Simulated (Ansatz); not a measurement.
Input and command of a plane-wave DFT calculation in Ansatz:

```yaml
crystal:
  lattice:
    - [0.0, 2.3780228129, 2.3780228129]
    - [2.3780228129, 0.0, 2.3780228129]
    - [2.3780228129, 2.3780228129, 0.0]
  atoms:
    - { symbol: Hf, position: [0.5, 0.5, 0.5] }
    - { symbol: C, position: [0.0, 0.0, 0.0] }
basis:
  ecutwfc: 420
kpoints:
  mp_grid: { grid: [16, 16, 16] }
hamiltonian:
  xc: pbesol
scf:
  occupations: { method: gaussian, width: 0.1 }
output:
  forces: true
  stress: true
  eigenvalues: true
  write_density: true
  write_potential: true
  elf: true
  volumetric_format: npy
```

```bash
ansatz run input.yaml --threads 1 --pin off --max-ram 2560MiB --backend cpu --events-out ev --progress --plain --runs-dir out
```

Processor: AMD EPYC (Zen 3), 1 thread, on a host shared with other jobs.

**Question.** How long does it run, and how much memory does it take?

**Answer.** About 11 s on 1 thread of AMD EPYC (Zen 3) (shared host), peak memory 0.38 GiB. It solves 19 bands at 145 k points (the mesh reduced by symmetry) with about 531 plane waves, in 7 SCF iterations.
